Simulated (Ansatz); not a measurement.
Values for one crystal, relaxed and computed with DFT-PBE in the program Ansatz with PAW potentials; other levels are named.

```yaml
volume_per_atom: 16.46 Å³
band_gap: 0.62 eV (direct)
Hole effective mass, band 1 of 3 at the edge: 0.50 along [100], 3.2 along [110], 1.1 along [111] (mₑ)
Hole effective mass, band 2 of 3 at the edge: 0.50 along [100], 0.50 along [110], 1.1 along [111] (mₑ)
Gap with spin–orbit coupling: 0.60 eV
Electron effective mass with spin–orbit coupling: 0.062 mₑ (isotropic)
Hole effective mass, band 3 of 3 at the edge: 0.060 along [100], 0.055 along [110], 0.053 along [111] (mₑ)
```

Question: Which of these materials gives this?
(A) CaO, zinc blende
(B) SnC, zinc blende
(C) BN, zinc blende
(D) SiC, 4H polytype

Answer: B, SnC, zinc blende

Space group F-43m (zinc blende). The start of the workflow was typed in or built on a structure type; neither database checked (COD, Materials Project) lists it. Its standing as an ambient phase is unchecked. Symmetry was held in the PBE relaxation; its stability against distortions is not shown here. Its formation energy is positive at this level, so the cell may be metastable or incomplete. Scalar-relativistic: spin–orbit coupling is off unless named, which matters more the heavier the elements.

Potentials: the earlier of the program's two PAW sets.
